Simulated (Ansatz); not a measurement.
NaCdF3:
```
NaCdF3
1.0
    2.86349     1.65324     4.99945
   -2.86349     1.65324     4.99945
    0.00000    -3.30647     4.99945
Na Cd F
2 2 6
Direct
  0.70886   0.70886   0.70886
  0.20886   0.20886   0.20886
  0.99783   0.99783   0.99783
  0.49783   0.49783   0.49783
  0.29666   0.61269   0.88797
  0.88797   0.29666   0.61269
  0.61269   0.88797   0.29666
  0.38797   0.11269   0.79666
  0.11269   0.79666   0.38797
  0.79666   0.38797   0.11269
```

Relaxed with r²SCAN.

Task: Give the Bader charges and basin volumes of the independent atoms, DFT-r²SCAN in the program Ansatz with PAW potentials.

Result: 

```csv
atom,Bader charge (e),Bader volume (Å³)
Na1,+0.90,8.2
Cd3,+1.50,14.8
F5,-0.80,15.9
```

Space group R3c. The workflow started from a Materials Project entry (that database holds measured and hypothetical structures alike); the Crystallography Open Database copy checked does not list it. With Na and Cd taken as one species the cell has the higher symmetry R-3c, so it may be an ordered model of a mixed-site phase. Its standing as an ambient phase is unchecked. The r²SCAN relaxation kept the symmetry of its start; whether a distortion lowers the energy is not shown.

Potentials: the later of the program's two PAW sets.
